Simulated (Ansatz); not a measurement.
SiB2Os2:
```
SiB2Os2
1.0
    1.45491    -6.54994     0.00000
    1.45491     6.54994     0.00000
    0.00000     0.00000     2.81074
Si Os B
1 2 2
Direct
  0.00000   0.00000   0.00000
  0.36669   0.63331   0.50000
  0.63331   0.36669   0.50000
  0.21254   0.78746   0.00000
  0.78746   0.21254   0.00000
```

Relaxed with PBE. Special points in fractions of this cell's reciprocal vectors: Γ (0.000, 0.000, 0.000); Y (-0.500, 0.500, 0.000); C0 (-0.262, 0.738, 0.000); Σ0 (0.262, 0.262, 0.000); Z (0.000, 0.000, 0.500); A0 (0.262, 0.262, 0.500); E0 (-0.262, 0.738, 0.500); T (-0.500, 0.500, 0.500); S (0.000, 0.500, 0.000); R (0.000, 0.500, 0.500).

Task: List the band energies nearest the Fermi level at these points for PBE in the plane-wave PAW code Ansatz.

Result: In eV from the Fermi level; about four levels below and three above (degenerate sets whole), none deeper than 8.9 eV; points with the same levels are listed once.

```
k                     below           above
--  -----------------------  --------------
Γ   -1.17 -0.39 -0.32 -0.14  1.05 1.60 3.32
Y   -0.74 -0.44 -0.28 -0.25  3.00 4.58 4.72
C0  -3.12 -3.11 -1.42 -1.18  0.14 1.24 2.23
Z   -3.65 -1.51 -1.15 -0.44  0.03 1.52 2.02
A0  -2.57 -2.24 -1.79 -1.69  0.37 1.52 1.62
T   -4.13 -3.50 -1.90 -0.66  0.69 1.01 1.18
S   -3.16 -3.08 -1.45 -1.14  0.12 1.31 2.22
R   -2.74 -1.29 -0.68 -0.13  1.53 1.55 1.86
```

Space group Cmmm. The start of the workflow was typed in or built on a structure type; neither database checked (COD, Materials Project) lists it. Its standing as an ambient phase is unchecked. The PBE relaxation kept the symmetry of its start; its stability against distortions is not shown here. The run is not spin-polarised. Its formation energy is positive at this level, so the cell may be metastable or incomplete. Spin–orbit coupling is left out wherever it is not named.

Potentials: the later of the program's two PAW sets.
